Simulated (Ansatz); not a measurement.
A generator proposed this cell of Dy₃Br.

```cif
data_structure
_symmetry_space_group_name_H-M 'P6/mmm'
_symmetry_Int_Tables_number 191
_cell_length_a 5.1349
_cell_length_b 5.1349
_cell_length_c 4.7544
_cell_angle_alpha 90.000
_cell_angle_beta 90.000
_cell_angle_gamma 120.000
_cell_volume 108.57
loop_
_atom_site_label
_atom_site_type_symbol
_atom_site_symmetry_multiplicity
_atom_site_Wyckoff_symbol
_atom_site_fract_x
_atom_site_fract_y
_atom_site_fract_z
_atom_site_occupancy
Dy1 Dy 2 c 0.33333 0.66667 0.00000 1
Dy2 Dy 1 b 0.00000 0.00000 0.50000 1
Br1 Br 1 a 0.00000 0.00000 0.00000 1
```

The calculation used Ansatz 0.2.0, DFT PBE, scalar-relativistic, plane waves, PAW, and for the lanthanide a 4f-in-core norm-conserving potential. Cutoff 630 eV; k points 6×6×4 on the computed 4-atom cell (Γ-centred); Gaussian smearing, width 0.10 eV; no spin polarisation.

Formation energies are uncorrected and refer to the elements' standard structures at the same level. The references include crystalline Br.

**Question.** Estimate its pressure, forces and energy as it stands.

**Answer.** The pressure is 12.9 GPa (the mean over three directions, positive in compression), the largest force is 0.00 eV/Å (symmetry fixes the atoms), and the energy is +0.55 eV/atom against the elements. The shortest distance is 2.38 Å.

**Question.** Is it a good guess?

**Answer.** A rough one: relaxing gains about 0.24 eV/atom (the start's value is from the coarse mesh, so the gain is rough) in 11 ionic steps and ends at +0.31 eV/atom on the finer mesh. The symmetry stays P6/mmm (No. 191). The end has the Li3N type. The volume per atom grows by 21.6 %, from 27.1 to 33.0 Å³. The shortest distance goes from 2.38 Å (Dy–Br) to 2.63 Å (Dy–Br). Conventional cell: a = 5.389 Å, c = 5.251 Å. Dy on a site of symmetry -6m2 is surrounded by 3 Br at 3.11 Å, 3 Dy at 3.11 Å and 6 Dy at 4.07 Å; Dy on a site of symmetry 6/mmm is surrounded by 2 Br at 2.63 Å and 12 Dy at 4.07 Å; Br is surrounded by 2 Dy at 2.63 Å and 6 Dy at 3.11 Å.

The last run used a 12×12×10 mesh (in the run's order of axes) for its 4-atom cell and Gaussian smearing of 0.10 eV. The reference form of Br is held partly by dispersion forces, which this level lacks. The relaxation can't lower the symmetry of the start, and the grade says only how near the guess is to its own end. A structure relaxed within its symmetry needn't be a true minimum. Another cell of Dy3Br relaxed alike, in Cmmm, lies 0.71 eV/atom lower, so this cell isn't the stable form at this level.

The lanthanide is trivalent by construction, without f bands, f moments or other valences. The reference runs of the other elements, and any phases without the lanthanide, used 420 eV, which shifts energies against them by under 10 meV/atom. The lanthanide's reference is the lowest of its hcp, dhcp and fcc cells.
